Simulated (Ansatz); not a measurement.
La5Ge3O in space group P6_3/mcm (No. 193; La on 6g, La on 4d, Ge on 6g, O on 2b), plane-wave PAW PBE (Ansatz code), all energies at zero smearing, with the estimated change up to a 700 eV cutoff added, with one set of potentials and settings (totals compare only within such a set). Cell of 18 atoms (10 La, 6 Ge, 2 O): -89423.338 eV.

```
element                            reference phase  E (eV/atom)
-------  -----------------------------------------  -----------
La                   P6_3/mmc, 4 atoms in the cell   -6250.0953
Ge                      Fd-3m, 2 atoms in the cell   -4294.9847
O        C2/m, 4 atoms in the cell, spin-polarised    -565.0000
```

Formation energy per atom, worked out: (-89423.338 − 10×(-6250.0953) − 6×(-4294.9847) − 2×(-565.0000))/18 = -1.249 eV/atom (-120 kJ per mol of atoms), at 0 K, without zero-point energy or fitted corrections.

The workflow started from a Materials Project entry (that database holds measured and hypothetical structures alike); the Crystallography Open Database copy checked does not list it. Its standing as an ambient phase is unchecked. The cell was relaxed with PBE under the symmetry of its start; whether a distortion lowers the energy is not shown. The references are the lowest solids computed at this level, not always the standard phases (solids in place of the gases). Spin–orbit coupling is left out wherever it is not named.

Potentials: the later of the program's two PAW sets.
